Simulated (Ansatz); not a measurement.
TePd:
```xyz
2
Lattice="3.4407 0.0000 0.0000 0.0000 3.4407 0.0000 0.0000 0.0000 3.4407" Properties=species:S:1:pos:R:3 pbc="T T T"
Pd     0.0000     0.0000     0.0000
Te     1.7203     1.7203     1.7203
```

Relaxed with r²SCAN. Special points in fractions of this cell's reciprocal vectors: Γ (0.000, 0.000, 0.000); X (0.000, 0.500, 0.000); M (0.500, 0.500, 0.000); R (0.500, 0.500, 0.500).

### Question
List the band energies nearest the Fermi level at these points for plane-wave PAW r²SCAN with spin–orbit coupling (Ansatz code).

### Answer
In eV from the Fermi level; about four levels below and three above (degenerate sets whole), none deeper than 8.9 eV; points with the same levels are listed once.

```
k                    below                          above
-  -----------------------  -----------------------------
Γ  -0.89 -0.89 -0.89 -0.89  2.66 2.66 6.70 6.70 6.70 6.70
X  -2.67 -2.67 -2.04 -2.04            1.64 1.64 2.40 2.40
M  -2.37 -2.37 -2.02 -2.02            0.64 0.64 0.97 0.97
R  -2.18 -2.18 -2.18 -2.18  0.23 0.23 0.45 0.45 0.45 0.45
```

Space group Pm-3m (CsCl type). A made-up cell: these elements were put on the sites of a structure type; neither database checked (COD, Materials Project) lists it. COD files the formula under space group No. 194, so this cell is another polymorph or a model. Whether it is the stable phase at ambient conditions was not checked. Symmetry was held in the r²SCAN relaxation; its stability against distortions is not shown here. The run is not spin-polarised.

Potentials: the earlier of the program's two PAW sets.
